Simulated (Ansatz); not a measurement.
The relaxed structure here is a generated cell of Nb: the first start was made by placing the elements on the sites of a structure type, and the end was not matched to a known phase here, so it may be hypothetical. Known forms of Nb include space group No. 229.

One stationary structure of Nb. Space group P6/mmm (No. 191). All values below come from PBEsol (plane waves to 420 eV, PAW, scalar-relativistic; Ansatz, a program for electronic structure).

```cif
data_Nb3
_chemical_formula_sum 'Nb3'
_space_group_name_H-M_alt 'P 1'
_space_group_IT_number 1
_cell_length_a 4.82933
_cell_length_b 4.82933
_cell_length_c 2.65032
_cell_angle_alpha 90.000
_cell_angle_beta 90.000
_cell_angle_gamma 120.000
loop_
_space_group_symop_operation_xyz
  'x, y, z'
loop_
_atom_site_label
_atom_site_type_symbol
_atom_site_fract_x
_atom_site_fract_y
_atom_site_fract_z
_atom_site_occupancy
Nb1 Nb 0.00000 0.00000 0.00000 1
Nb2 Nb 0.33333 0.66667 0.50000 1
Nb3 Nb 0.66667 0.33333 0.50000 1
```

For Nb, the volume per atom comes out as 17.84 Å³ and the band gap comes out as zero (metallic). The shortest distances is Nb–Nb 2.65 Å. The k-mesh is 11×11×17.

Band energies at high-symmetry points (eV from the Fermi level; labels of this space group; no spin-orbit coupling), from −5 eV up to 2.4 eV:

| point | energies |
|---|---|
| Γ | -3.43 -1.66 -1.22 -1.22 -1.22 -1.22 -1.06 0.60 0.60 |
| M | -4.03 -3.69 -3.63 -2.09 -1.89 -1.66 -1.11 -0.94 1.60 2.02 |
| K | -4.13 -3.73 -3.73 -1.96 -1.96 -1.63 -0.29 -0.02 -0.02 |
| A | -3.76 -3.76 -2.97 -2.97 -1.92 -0.74 -0.13 -0.13 1.17 1.17 |
| L | -3.68 -3.29 -3.22 -2.57 -1.24 -1.05 -0.71 0.86 0.86 1.83 2.25 |
| H | -4.22 -2.57 -2.57 -2.09 -2.09 -1.31 0.07 0.07 0.89 0.89 1.06 |

No spin polarisation in the result.

The run could not lose the symmetry of its start: the end is stationary, and may be a saddle point rather than a minimum.

All atoms sit on sites fixed by symmetry, so only the cell could relax.
